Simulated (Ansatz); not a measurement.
AlV2C in space group P6_3/mmc (No. 194; Al on 2c, V on 4f, C on 2a) at seven volumes, the program Ansatz at the r²SCAN level (PAW), shape and atoms relaxed at each. One row is withheld.

| V (Å³/atom) | P (GPa) |
|---|---|
| 10.775 | ? |
| 11.130 | 13.02 |
| 11.485 | 6.05 |
| 11.840 | 0.00 |
| 12.195 | -5.13 |
| 12.551 | -9.53 |
| 12.906 | -13.23 |

### Question
Fit the shown pressures and predict the withheld one.

### Answer
Third-order Birch–Murnaghan: P = (3/2)B₀(x^(7/2) − x^(5/2))[1 + (3/4)(B′ − 4)(x − 1)] with x = (V₀/V)^(2/3). Least squares on the six rows gives V₀ = 11.840 Å³/atom, B₀ = 184.7 GPa, B′ = 4.26. At V = 10.775, x = 1.0649 and P = 21.29 GPa. The run itself gave 21.22 GPa.

The cell was relaxed with r²SCAN under the symmetry of its start. No spin polarisation was allowed.

Potentials: the earlier of the program's two PAW sets. The files were generated under PBE; for other functionals the program regenerates the frozen cores, and for LDA and PBEsol the local potential too.
